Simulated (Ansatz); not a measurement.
Level of theory: Ansatz, DFT PBE, scalar-relativistic, plane waves, PAW. All cells share a 420 eV cutoff and Γ-centred k meshes spaced about 0.3 Å⁻¹ or finer (0.25 for metals, 2π included). No spin polarisation in the final relaxations.

Temperature and zero-point effects are left out. All come from trial cells, and lower structures may exist.

Problem. Order these relaxed structures of SiF by energy, lowest first, with the energy over the lowest of them.
1.

Space group Pmmn:1 (No. 59). a = 3.965 Å, b = 6.660 Å, c = 6.630 Å, α = 90.00°, β = 90.00°, γ = 90.00°
| atom | site | symmetry | x | y | z |
| --- | --- | --- | --- | --- | --- |
| Si | 4e | m.. | 0.0000 | 0.8188 | 0.0739 |
| F | 4e | m.. | 0.0000 | 0.7491 | 0.3093 |

2.

Space group P-3m1 (No. 164). a = 3.971 Å, b = 3.971 Å, c = 6.261 Å, α = 90.00°, β = 90.00°, γ = 120.00°
| atom | site | symmetry | x | y | z |
| --- | --- | --- | --- | --- | --- |
| Si | 2d | 3m. | 0.6667 | 0.3333 | 0.9443 |
| F | 2d | 3m. | 0.6667 | 0.3333 | 0.6843 |

Solution. 2 (0 meV/atom), 1 (15 meV/atom). Forms: 2 P-3m1; 1 Pmmn. Counting F atoms around Si (those within 1.25 times the shortest such distance or 1.15 times the sum of covalent radii, 1.27 where that leaves under three): cell 2 has Si 1; cell 1 has Si 1. Cell 2 and cell 1 both hold Si–Si nets.

No dispersion correction is applied, so the spacing and binding between layers, chains or molecules are poorly described (P-3m1, Pmmn), and this can change margins and order among such cells. With atoms moved at random, P-3m1 and Pmmn came back. Some structure types and database cells were kept out of the candidates from the start, so a known form may be missing.
